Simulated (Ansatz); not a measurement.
Ga2O3, first-principles data

Ga₂O₃:
```xyz
5
Lattice="1.4895 0.8600 6.9039 -1.4895 0.8600 6.9039 0.0000 -1.7199 6.9039" Properties=species:S:1:pos:R:3 pbc="T T T"
Ga     0.0000     0.0000     8.2975
Ga     0.0000     0.0000    12.4143
O      0.0000     0.0000     0.0000
O      0.0000     0.0000     4.7891
O      0.0000     0.0000    15.9227
```

Space group R-3m (No. 166); conventional cell a = 2.9790 Å, b = 2.9790 Å, c = 20.7118 Å, α = 90.00°, β = 90.00°, γ = 120.00°.

Method: DFT-r²SCAN+D4 in the program Ansatz with PAW potentials. Structure relaxed to zero pressure with the same functional. Other levels are named where they apply.

**Cell and energy**

```json
{
 "volume_per_atom": "10.61 Å³",
 "density": "5.87 g/cm³",
 "Formation energy from the elements (no fitted shifts)": "-1.91 eV/atom"
}
```

**Electronic structure**

```json
{
 "band_gap": "3.23 eV (direct)",
 "valence_band_maximum": "at Γ",
 "conduction_band_minimum": "at Γ",
 "electron_effective_mass": "0.28, 0.28, 0.37 mₑ (principal values)",
 "Electron effective mass with spin–orbit coupling": "0.28, 0.28, 0.37 mₑ (principal values)",
 "hole_effective_mass": "0.35 along z (mₑ)",
 "Hole effective mass with spin–orbit coupling": "0.35 along z (mₑ)",
 "HSE06 gap on the r²SCAN+D4 cell": "4.29 eV",
 "Gap with spin–orbit coupling": "3.23 eV"
}
```

**Mechanics**

```json
{
 "Elastic constants (relaxed ions, GPa)": "C11 = 245, C12 = 272, C13 = 17.2, C14 = 2.4, C33 = 57.1, C44 = 9.6",
 "mechanical_stability": "unstable (C has a negative eigenvalue)"
}
```

**Charges**

```json
{
 "bader_charges": "Ga +1.97, O -1.39 to -1.28 e"
}
```

A made-up cell: these elements were put on the sites of a structure type; neither database checked (COD, Materials Project) lists it. It is not the phase usual at ambient conditions (space group No. 12, 167). The cell was relaxed with r²SCAN+D4 under the symmetry of its start. The references are the lowest solids computed at this level, not always the standard phases (solids in place of the gases). Scalar-relativistic: spin–orbit coupling is off unless named, which matters more the heavier the elements.

Potentials: the earlier of the program's two PAW sets.
